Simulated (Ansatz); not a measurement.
Space group P-3m1 (No. 164). a = 3.583 Å, b = 3.583 Å, c = 4.664 Å, α = 90.00°, β = 90.00°, γ = 120.00°
| atom | site | symmetry | x | y | z |
| --- | --- | --- | --- | --- | --- |
| Pt | 1a | -3m. | 0.0000 | 0.0000 | 0.0000 |
| S | 2d | 3m. | 0.3333 | 0.6667 | 0.2586 |

Equation of state of this PtS2 structure (not necessarily the ground state), with shape and atoms relaxed at each volume where symmetry leaves them free. These are results of DFT PBE+D3(BJ), scalar-relativistic, plane waves, PAW (Ansatz), not measurements.

Settings: cutoff 420 eV, Γ-centred mesh 12×12×8 on the computed 3-atom cell, Gaussian smearing of 0.01 eV; no spin polarisation.

```
V (Å³/atom) E − E(largest V) (meV/atom) P (GPa) gap on mesh (eV)
     15.211                        40.19    10.63              0.00
     15.730                        12.61     6.58              0.00
     16.248                        -3.54     3.59              0.00
     16.767                       -11.50     1.41              0.00
     17.285                       -13.62     0.00              0.06
     17.804                       -11.94    -0.97              0.27
     18.322                        -7.80    -1.59              0.50
     19.014                         0.00    -2.09              0.73
```

Fit a third-order Birch–Murnaghan equation to E(V).

V0 = 17.28 Å³/atom, B0 = 41 GPa, B0' = 12.9. B0' is unusual or poorly fixed by this range.

Spin-orbit coupling is left out, which matters for the bands of heavy elements.

Cost: 8 runs of about 1.8 core-minutes in all, on Intel Xeon 6975P-C (Granite Rapids) (shared hosts).